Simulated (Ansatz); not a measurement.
Step by step: LuHg, 20 steps of 1.5 fs from 800 K

All numbers below come from DFT, LDA, all-electron LAPW, scalar-relativistic in Ansatz 0.2.0.

Command: `ansatz run input.yaml --threads 2 --pin off --max-ram 4096MiB --backend cpu --events-out ev --progress --plain --runs-dir out` The run took 18 min on 2 threads of Intel(R) Xeon(R) Platinum 8375C CPU @ 2.90GHz (Ice Lake), on a shared host, peak memory 0.84 GiB.

```yaml
crystal:
  lattice:
    - [7.214, 0.0, 0.0]
    - [0.0, 3.607, 0.0]
    - [0.0, 0.0, 3.607]
  atoms:
    - { symbol: Lu, position: [0.25, 0.5, 0.5] }
    - { symbol: Lu, position: [0.75, 0.5, 0.5] }
    - { symbol: Hg, position: [0.0, 0.0, 0.0] }
    - { symbol: Hg, position: [0.5, 0.0, 0.0] }
kpoints:
  mp_grid: { grid: [3, 5, 5] }
scf:
  occupations: { method: fermi_dirac, width: 0.08 }
hamiltonian:
  xc: lda
  pseudopotentials: { kind: all_electron, lapw: { basis_error: 0.001 } }
output:
  forces: true
  stress: true
md:
  timestep: 1.5
  n_steps: 20
  ensemble: nve
  temperature: 800
  initial_velocities: maxwell_boltzmann
  seed: 145132
```

Spin–orbit coupling is left out, though it moves levels of the heavy atoms by tenths of an eV or more.

The cell comes from COD entry 1523433, which wasn't checked; take it as a given geometry.

Each frame lists Cartesian positions (Å) and forces (eV/Å). Free energies count from the first step, -1859087.7838 eV.

Step 0 (t = 0.0 fs): E = 0.0 meV, T = 800 K, conserved energy 0.0 meV

```
Lu    1.8035    1.8035    1.8035     0.000   0.000   0.000
Lu    5.4105    1.8035    1.8035     0.000   0.000   0.000
Hg    0.0000    0.0000    0.0000     0.000   0.000   0.000
Hg    3.6070    0.0000    0.0000     0.000   0.000   0.000
```

Step 1 (t = 1.5 fs): E = +0.1 meV, T = 800 K, conserved energy 0.0 meV

```
Lu    1.8079    1.8061    1.8015    -0.017  -0.007   0.005
Lu    5.4124    1.7995    1.8037    -0.004   0.011  -0.001
Hg   -0.0026    0.0018   -0.0005     0.010  -0.004   0.000
Hg    3.6041   -0.0006    0.0020     0.011   0.000  -0.005
```

Step 2 (t = 3.0 fs): E = +0.5 meV, T = 799 K, conserved energy 0.0 meV

```
Lu    1.8123    1.8086    1.7996    -0.033  -0.014   0.011
Lu    5.4143    1.7954    1.8040    -0.007   0.022  -0.001
Hg   -0.0052    0.0037   -0.0011     0.019  -0.008  -0.001
Hg    3.6012   -0.0011    0.0041     0.021   0.000  -0.009
```

Step 3 (t = 4.5 fs): E = +1.0 meV, T = 797 K, conserved energy 0.0 meV

```
Lu    1.8168    1.8112    1.7976    -0.050  -0.021   0.017
Lu    5.4163    1.7914    1.8042    -0.011   0.033  -0.002
Hg   -0.0079    0.0055   -0.0016     0.029  -0.013  -0.001
Hg    3.5983   -0.0017    0.0061     0.032   0.001  -0.014
```

Step 4 (t = 6.0 fs): E = +1.8 meV, T = 795 K, conserved energy 0.0 meV

```
Lu    1.8212    1.8138    1.7957    -0.067  -0.028   0.023
Lu    5.4182    1.7873    1.8045    -0.015   0.045  -0.003
Hg   -0.0105    0.0074   -0.0021     0.039  -0.018  -0.001
Hg    3.5954   -0.0022    0.0081     0.043   0.001  -0.019
```

Step 5 (t = 7.5 fs): E = +2.9 meV, T = 793 K, conserved energy 0.0 meV

```
Lu    1.8256    1.8163    1.7937    -0.084  -0.035   0.029
Lu    5.4201    1.7833    1.8047    -0.019   0.056  -0.004
Hg   -0.0131    0.0092   -0.0026     0.049  -0.023  -0.001
Hg    3.5925   -0.0028    0.0101     0.054   0.002  -0.024
```

Step 6 (t = 9.0 fs): E = +4.1 meV, T = 789 K, conserved energy 0.0 meV

```
Lu    1.8300    1.8189    1.7918    -0.101  -0.043   0.035
Lu    5.4220    1.7793    1.8049    -0.023   0.068  -0.005
Hg   -0.0157    0.0110   -0.0032     0.059  -0.029  -0.001
Hg    3.5896   -0.0033    0.0121     0.065   0.004  -0.029
```

Step 7 (t = 10.5 fs): E = +5.6 meV, T = 785 K, conserved energy 0.0 meV

```
Lu    1.8343    1.8214    1.7898    -0.118  -0.050   0.041
Lu    5.4239    1.7753    1.8052    -0.027   0.079  -0.006
Hg   -0.0183    0.0129   -0.0037     0.069  -0.034  -0.001
Hg    3.5867   -0.0039    0.0142     0.076   0.005  -0.034
```

Step 8 (t = 12.0 fs): E = +7.4 meV, T = 781 K, conserved energy 0.0 meV

```
Lu    1.8387    1.8240    1.7879    -0.135  -0.058   0.048
Lu    5.4259    1.7712    1.8054    -0.031   0.091  -0.007
Hg   -0.0209    0.0147   -0.0042     0.079  -0.040  -0.001
Hg    3.5838   -0.0044    0.0162     0.087   0.007  -0.040
```

Step 9 (t = 13.5 fs): E = +9.4 meV, T = 776 K, conserved energy 0.0 meV

```
Lu    1.8430    1.8265    1.7860    -0.152  -0.066   0.054
Lu    5.4278    1.7672    1.8056    -0.035   0.103  -0.008
Hg   -0.0235    0.0165   -0.0048     0.090  -0.046   0.000
Hg    3.5809   -0.0050    0.0182     0.098   0.009  -0.046
```

Step 10 (t = 15.0 fs): E = +11.6 meV, T = 770 K, conserved energy 0.0 meV

```
Lu    1.8474    1.8290    1.7840    -0.170  -0.074   0.061
Lu    5.4297    1.7633    1.8059    -0.040   0.115  -0.010
Hg   -0.0261    0.0183   -0.0053     0.100  -0.053   0.000
Hg    3.5781   -0.0055    0.0202     0.109   0.012  -0.051
```

Step 11 (t = 16.5 fs): E = +14.1 meV, T = 764 K, conserved energy 0.0 meV

```
Lu    1.8517    1.8316    1.7821    -0.187  -0.082   0.068
Lu    5.4316    1.7593    1.8061    -0.044   0.127  -0.011
Hg   -0.0286    0.0201   -0.0058     0.110  -0.059   0.001
Hg    3.5752   -0.0060    0.0222     0.121   0.015  -0.057
```

Step 12 (t = 18.0 fs): E = +16.9 meV, T = 757 K, conserved energy 0.0 meV

```
Lu    1.8560    1.8341    1.7802    -0.204  -0.090   0.075
Lu    5.4334    1.7553    1.8064    -0.049   0.139  -0.013
Hg   -0.0312    0.0219   -0.0064     0.121  -0.066   0.001
Hg    3.5724   -0.0066    0.0242     0.132   0.018  -0.064
```

Step 13 (t = 19.5 fs): E = +19.8 meV, T = 749 K, conserved energy 0.0 meV

```
Lu    1.8602    1.8366    1.7783    -0.221  -0.099   0.082
Lu    5.4353    1.7514    1.8066    -0.054   0.151  -0.014
Hg   -0.0337    0.0237   -0.0069     0.132  -0.074   0.002
Hg    3.5696   -0.0071    0.0262     0.144   0.021  -0.070
```

Step 14 (t = 21.0 fs): E = +23.0 meV, T = 741 K, conserved energy 0.0 meV

```
Lu    1.8644    1.8390    1.7764    -0.239  -0.107   0.090
Lu    5.4372    1.7475    1.8068    -0.059   0.164  -0.016
Hg   -0.0362    0.0255   -0.0074     0.142  -0.081   0.003
Hg    3.5668   -0.0077    0.0281     0.155   0.025  -0.077
```

Step 15 (t = 22.5 fs): E = +26.4 meV, T = 732 K, conserved energy 0.0 meV

```
Lu    1.8687    1.8415    1.7745    -0.256  -0.116   0.098
Lu    5.4391    1.7436    1.8070    -0.064   0.176  -0.018
Hg   -0.0387    0.0273   -0.0079     0.153  -0.089   0.003
Hg    3.5640   -0.0082    0.0301     0.167   0.029  -0.084
```

Step 16 (t = 24.0 fs): E = +30.1 meV, T = 723 K, conserved energy 0.0 meV

```
Lu    1.8728    1.8440    1.7727    -0.274  -0.125   0.106
Lu    5.4410    1.7397    1.8073    -0.069   0.189  -0.019
Hg   -0.0412    0.0291   -0.0085     0.164  -0.097   0.004
Hg    3.5612   -0.0087    0.0321     0.179   0.033  -0.091
```

Step 17 (t = 25.5 fs): E = +34.0 meV, T = 713 K, conserved energy 0.0 meV

```
Lu    1.8770    1.8464    1.7708    -0.291  -0.134   0.114
Lu    5.4428    1.7359    1.8075    -0.074   0.202  -0.021
Hg   -0.0437    0.0308   -0.0090     0.175  -0.105   0.005
Hg    3.5585   -0.0093    0.0340     0.191   0.038  -0.098
```

Step 18 (t = 27.0 fs): E = +38.1 meV, T = 702 K, conserved energy 0.0 meV

```
Lu    1.8811    1.8488    1.7690    -0.309  -0.143   0.122
Lu    5.4447    1.7320    1.8077    -0.080   0.215  -0.023
Hg   -0.0462    0.0326   -0.0095     0.186  -0.114   0.007
Hg    3.5557   -0.0098    0.0360     0.203   0.043  -0.106
```

Step 19 (t = 28.5 fs): E = +42.4 meV, T = 691 K, conserved energy 0.0 meV

```
Lu    1.8851    1.8513    1.7672    -0.327  -0.153   0.131
Lu    5.4465    1.7282    1.8079    -0.086   0.228  -0.025
Hg   -0.0486    0.0343   -0.0101     0.197  -0.122   0.008
Hg    3.5530   -0.0103    0.0379     0.215   0.048  -0.113
```

Step 20 (t = 30.0 fs): E = +47.0 meV, T = 679 K, conserved energy 0.0 meV

```
Lu    1.8891    1.8536    1.7653    -0.344  -0.163   0.139
Lu    5.4483    1.7245    1.8081    -0.092   0.241  -0.027
Hg   -0.0510    0.0360   -0.0106     0.208  -0.131   0.009
Hg    3.5503   -0.0108    0.0398     0.228   0.053  -0.121
```

What is the mean temperature over the last 11 frames?

729 K; so short a run of so small a cell isn't equilibrated.
